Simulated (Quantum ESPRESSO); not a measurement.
# Band energies of SrMg$_{2}$Bi$_{2}$

```xyz
5
Lattice="4.8297 0.0000 0.0000 -2.4149 4.1827 0.0000 0.0000 0.0000 7.9829" Properties=species:S:1:pos:R:3 pbc="T T T"
Mg     2.4149     1.3942     2.9939
Mg     0.0000     2.7884     4.9890
Sr     0.0000     0.0000     0.0000
Bi     2.4149     1.3942     5.9611
Bi     0.0000     2.7884     2.0218
```

norm-conserving LDA (Quantum ESPRESSO, 84 Ry, without SOC); path ΓMKΓALHA,LM,KH; energies in eV from the valence-band maximum.

```csv
k (1/Å),point,band 26,band 27,band 28,band 29,band 30,band 31,band 32,band 33
0.00,Γ,-1.03,-1.03,-0.02,0.00,0.00,0.36,0.88,2.28
0.19,,-1.66,-1.18,-1.11,-0.23,-0.22,1.28,1.50,2.36
0.56,,-3.22,-2.43,-1.45,-1.28,-0.93,0.97,2.18,2.76
0.75,M,-3.29,-2.15,-1.70,-1.51,-1.03,0.81,2.32,2.46
1.18,K,-3.36,-3.03,-1.75,-1.75,-1.61,1.94,2.97,2.97
1.62,,-2.71,-2.51,-1.59,-1.08,-0.62,1.88,2.32,2.51
1.84,,-1.78,-1.41,-1.13,-0.42,-0.16,1.39,1.67,2.34
2.05,Γ,-1.03,-1.03,-0.02,0.00,0.00,0.36,0.88,2.28
2.25,,-1.30,-0.93,-0.93,-0.21,-0.21,0.90,1.38,2.62
2.45,A,-2.22,-0.70,-0.70,-0.52,-0.52,0.94,1.65,2.52
2.63,,-2.31,-1.20,-0.96,-0.90,-0.56,1.57,2.09,2.58
2.82,,-2.91,-1.43,-1.33,-1.26,-0.67,1.50,2.19,2.35
3.20,L,-3.70,-1.77,-1.65,-0.89,-0.82,1.27,1.36,1.67
3.41,,-3.61,-2.14,-1.91,-1.34,-0.99,1.52,1.85,2.54
3.63,H,-3.53,-2.55,-2.37,-1.23,-1.23,1.82,1.82,3.30
3.77,,-3.54,-2.38,-2.14,-1.37,-1.10,1.78,1.79,3.23
4.06,,-3.07,-1.56,-1.35,-1.27,-1.16,1.99,2.07,2.60
4.21,,-2.56,-1.36,-1.27,-0.96,-0.84,2.06,2.29,2.42
4.50,A,-2.22,-0.70,-0.70,-0.52,-0.52,0.94,1.65,2.52
4.50,L,-3.70,-1.77,-1.65,-0.89,-0.82,1.27,1.36,1.67
4.63,,-3.60,-1.88,-1.62,-1.07,-0.87,1.01,1.54,2.08
4.76,,-3.40,-2.07,-1.55,-1.47,-0.97,0.88,1.82,2.73
4.89,M,-3.29,-2.15,-1.70,-1.51,-1.03,0.81,2.32,2.46
4.89,K,-3.36,-3.03,-1.75,-1.75,-1.61,1.94,2.97,2.97
5.28,H,-3.53,-2.55,-2.37,-1.23,-1.23,1.82,1.82,3.30
```

The LDA gap is direct, 0.36 eV at Γ.

Spin-orbit coupling is left out; with 6p states at a band edge it can lower the gap by many tenths of an eV, most of a small gap.

Geometry of the Materials Project entry, not relaxed at this level.

The structure is a Materials Project entry; no match was found in the copy of COD used, and its stability was not checked.
